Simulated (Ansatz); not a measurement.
Consider the following.

AlRu (CsCl type), conventional cell a = 2.9825 Å, b = 2.9825 Å, c = 2.9825 Å, α = 90.00°, β = 90.00°, γ = 90.00°. The calculation uses the primitive cell of 2 atoms, to which meshes and values per cell refer.

E(V) scan at fixed shape, V₀ the volume above. Symmetry pins the atoms to their sites.

All values below come from r2SCAN (plane waves to 500 eV, PAW, scalar-relativistic; Ansatz, an electronic-structure program). k mesh 16×16×16 (Γ-centred), Fermi-Dirac smearing 0.05 eV. Energies are smeared free energies. Compression counts positive. AlRu is run without spin polarisation. AlRu was relaxed with its symmetry unable to fall. The zero of ΔE is the relaxed starting cell.

The scan covers V/V₀ from 0.900 to 1.100 in 11 points.

Task: What pressure does the cell carry at V/V₀ = 0.900?

Result: 29.2 GPa.

Task: What is ΔE at V/V₀ = 1.100?

Result: 77 meV/atom.

(Under strain, the slope of the energy per volume gives the stress and its curvature an elastic modulus.)
